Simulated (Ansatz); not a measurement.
ZnS:
Space group P3m1 (No. 156); a = b = 3.810 Å, c = 56.049 Å, α = β = 90.00°, γ = 120.00°

```json
[
 {"atom": "Zn", "site": "1a", "symmetry": "3m.", "x": "0.0000", "y": "0.0000", "z": "0.1667"},
 {"atom": "Zn", "site": "1b", "symmetry": "3m.", "x": "0.3333", "y": "0.6667", "z": "0.2222"},
 {"atom": "Zn", "site": "1a", "symmetry": "3m.", "x": "0.0000", "y": "0.0000", "z": "0.4999"},
 {"atom": "Zn", "site": "1c", "symmetry": "3m.", "x": "0.6667", "y": "0.3333", "z": "0.5555"},
 {"atom": "Zn", "site": "1c", "symmetry": "3m.", "x": "0.6667", "y": "0.3333", "z": "0.2777"},
 {"atom": "Zn", "site": "1b", "symmetry": "3m.", "x": "0.3333", "y": "0.6667", "z": "0.0556"},
 {"atom": "Zn", "site": "1b", "symmetry": "3m.", "x": "0.3333", "y": "0.6667", "z": "0.6111"},
 {"atom": "Zn", "site": "1c", "symmetry": "3m.", "x": "0.6667", "y": "0.3333", "z": "0.7779"},
 {"atom": "Zn", "site": "1c", "symmetry": "3m.", "x": "0.6667", "y": "0.3333", "z": "0.1111"},
 {"atom": "Zn", "site": "1b", "symmetry": "3m.", "x": "0.3333", "y": "0.6667", "z": "0.4444"},
 {"atom": "Zn", "site": "1a", "symmetry": "3m.", "x": "0.0000", "y": "0.0000", "z": "0.7223"},
 {"atom": "Zn", "site": "1c", "symmetry": "3m.", "x": "0.6667", "y": "0.3333", "z": "0.3889"},
 {"atom": "Zn", "site": "1c", "symmetry": "3m.", "x": "0.6667", "y": "0.3333", "z": "0.9445"},
 {"atom": "Zn", "site": "1a", "symmetry": "3m.", "x": "0.0000", "y": "0.0000", "z": "0.3333"},
 {"atom": "Zn", "site": "1b", "symmetry": "3m.", "x": "0.3333", "y": "0.6667", "z": "0.8334"},
 {"atom": "Zn", "site": "1a", "symmetry": "3m.", "x": "0.0000", "y": "0.0000", "z": "0.0001"},
 {"atom": "Zn", "site": "1c", "symmetry": "3m.", "x": "0.6667", "y": "0.3333", "z": "0.6667"},
 {"atom": "Zn", "site": "1a", "symmetry": "3m.", "x": "0.0000", "y": "0.0000", "z": "0.8889"},
 {"atom": "S", "site": "1c", "symmetry": "3m.", "x": "0.6667", "y": "0.3333", "z": "0.9862"},
 {"atom": "S", "site": "1c", "symmetry": "3m.", "x": "0.6667", "y": "0.3333", "z": "0.7083"},
 {"atom": "S", "site": "1a", "symmetry": "3m.", "x": "0.0000", "y": "0.0000", "z": "0.0417"},
 {"atom": "S", "site": "1b", "symmetry": "3m.", "x": "0.3333", "y": "0.6667", "z": "0.4861"},
 {"atom": "S", "site": "1c", "symmetry": "3m.", "x": "0.6667", "y": "0.3333", "z": "0.5971"},
 {"atom": "S", "site": "1c", "symmetry": "3m.", "x": "0.6667", "y": "0.3333", "z": "0.1528"},
 {"atom": "S", "site": "1a", "symmetry": "3m.", "x": "0.0000", "y": "0.0000", "z": "0.5416"},
 {"atom": "S", "site": "1b", "symmetry": "3m.", "x": "0.3333", "y": "0.6667", "z": "0.0973"},
 {"atom": "S", "site": "1c", "symmetry": "3m.", "x": "0.6667", "y": "0.3333", "z": "0.8195"},
 {"atom": "S", "site": "1a", "symmetry": "3m.", "x": "0.0000", "y": "0.0000", "z": "0.3750"},
 {"atom": "S", "site": "1c", "symmetry": "3m.", "x": "0.6667", "y": "0.3333", "z": "0.3193"},
 {"atom": "S", "site": "1a", "symmetry": "3m.", "x": "0.0000", "y": "0.0000", "z": "0.9305"},
 {"atom": "S", "site": "1b", "symmetry": "3m.", "x": "0.3333", "y": "0.6667", "z": "0.2638"},
 {"atom": "S", "site": "1b", "symmetry": "3m.", "x": "0.3333", "y": "0.6667", "z": "0.6528"},
 {"atom": "S", "site": "1a", "symmetry": "3m.", "x": "0.0000", "y": "0.0000", "z": "0.7640"},
 {"atom": "S", "site": "1c", "symmetry": "3m.", "x": "0.6667", "y": "0.3333", "z": "0.4305"},
 {"atom": "S", "site": "1a", "symmetry": "3m.", "x": "0.0000", "y": "0.0000", "z": "0.2083"},
 {"atom": "S", "site": "1b", "symmetry": "3m.", "x": "0.3333", "y": "0.6667", "z": "0.8750"}
]
```

Relaxed with r²SCAN.

**Question.** Which orbitals make up the states near the band edges in plane-wave PAW r²SCAN (Ansatz code)?

**Answer.** Top 1 eV of the valence band: S 3p 87 %, Zn 3d 9 %. Bottom 1 eV of the conduction band: Zn 4s 58 %, S 3s 27 %, S 3p 12 %. Projections are on Löwdin-orthogonalised atomic valence shells; empty p or d shells of many metals are not among them.

**Question.** Tabulate the density of states.

**Answer.** States/eV per cell of 36 atoms, in 0.25 eV bins, energy from the valence-band maximum.

| E (eV) | total | Zn 3d | S 3p | Zn 4s |
|---|---|---|---|---|
| -7.85 | 0.00 | 0.00 | 0.00 | 0.00 |
| -7.60 | 0.00 | 0.00 | 0.00 | 0.00 |
| -7.35 | 0.00 | 0.00 | 0.00 | 0.00 |
| -7.10 | 0.00 | 0.00 | 0.00 | 0.00 |
| -6.85 | 0.00 | 0.00 | 0.00 | 0.00 |
| -6.60 | 57.51 | 47.47 | 8.39 | 1.55 |
| -6.35 | 275.82 | 244.82 | 28.27 | 2.32 |
| -6.10 | 181.17 | 172.41 | 6.76 | 1.60 |
| -5.85 | 176.80 | 171.20 | 2.55 | 1.62 |
| -5.60 | 28.74 | 26.40 | 0.60 | 0.46 |
| -5.35 | 1.66 | 0.17 | 1.14 | 0.31 |
| -5.10 | 8.09 | 1.23 | 5.10 | 1.49 |
| -4.85 | 23.57 | 3.38 | 14.20 | 5.27 |
| -4.60 | 30.84 | 5.27 | 17.25 | 7.15 |
| -4.35 | 20.41 | 4.18 | 11.07 | 3.86 |
| -4.10 | 11.62 | 2.49 | 6.26 | 1.91 |
| -3.85 | 10.94 | 2.29 | 6.05 | 1.54 |
| -3.60 | 6.80 | 1.36 | 3.83 | 0.89 |
| -3.35 | 10.17 | 1.67 | 6.62 | 0.94 |
| -3.10 | 19.87 | 2.28 | 15.74 | 0.76 |
| -2.85 | 21.98 | 2.35 | 17.62 | 0.81 |
| -2.60 | 22.67 | 2.32 | 18.25 | 0.80 |
| -2.35 | 29.61 | 2.62 | 24.94 | 0.66 |
| -2.10 | 29.99 | 2.61 | 25.41 | 0.56 |
| -1.85 | 31.48 | 2.74 | 26.76 | 0.50 |
| -1.60 | 32.32 | 2.79 | 27.78 | 0.36 |
| -1.35 | 33.35 | 2.90 | 28.82 | 0.28 |
| -1.10 | 33.28 | 2.95 | 28.83 | 0.23 |
| -0.85 | 23.98 | 2.18 | 20.90 | 0.09 |
| -0.60 | 15.43 | 1.45 | 13.44 | 0.06 |
| -0.35 | 10.17 | 0.99 | 8.90 | 0.03 |
| -0.10 | 3.77 | 0.37 | 3.33 | 0.00 |
| 0.15 | 0.00 | 0.00 | 0.00 | 0.00 |
| 0.40 | 0.00 | 0.00 | 0.00 | 0.00 |
| 0.65 | 0.00 | 0.00 | 0.00 | 0.00 |
| 0.90 | 0.00 | 0.00 | 0.00 | 0.00 |
| 1.15 | 0.00 | 0.00 | 0.00 | 0.00 |
| 1.40 | 0.00 | 0.00 | 0.00 | 0.00 |
| 1.65 | 0.00 | 0.00 | 0.00 | 0.00 |
| 1.90 | 0.00 | 0.00 | 0.00 | 0.00 |
| 2.15 | 0.00 | 0.00 | 0.00 | 0.00 |
| 2.40 | 0.00 | 0.00 | 0.00 | 0.00 |
| 2.65 | 0.00 | 0.00 | 0.00 | 0.00 |
| 2.90 | 0.12 | 0.00 | 0.01 | 0.08 |
| 3.15 | 0.46 | 0.00 | 0.04 | 0.27 |
| 3.40 | 0.63 | 0.00 | 0.08 | 0.37 |
| 3.65 | 1.21 | 0.00 | 0.17 | 0.66 |
| 3.90 | 5.65 | 0.02 | 0.62 | 1.97 |
| 4.15 | 13.52 | 0.04 | 1.68 | 4.86 |
| 4.40 | 18.52 | 0.05 | 2.42 | 6.15 |
| 4.65 | 27.17 | 0.08 | 3.82 | 8.70 |
| 4.90 | 29.80 | 0.09 | 4.54 | 9.56 |
| 5.15 | 27.37 | 0.08 | 4.53 | 8.94 |
| 5.40 | 21.75 | 0.06 | 3.76 | 6.83 |
| 5.65 | 19.65 | 0.05 | 3.06 | 5.10 |
| 5.90 | 15.88 | 0.04 | 2.17 | 3.51 |
| 6.15 | 18.07 | 0.04 | 2.35 | 3.81 |
| 6.40 | 21.38 | 0.04 | 2.44 | 3.92 |
| 6.65 | 27.51 | 0.05 | 2.48 | 3.83 |
| 6.90 | 24.81 | 0.04 | 1.71 | 2.51 |

The workflow started from a Materials Project entry (that database holds measured and hypothetical structures alike); the Crystallography Open Database files this formula in space group No. 156, but the cells were not matched. It is not the phase usual at ambient conditions (space group No. 186, 216). The cell was relaxed with r²SCAN under the symmetry of its start; its stability against distortions is not shown here.

Potentials: the later of the program's two PAW sets.
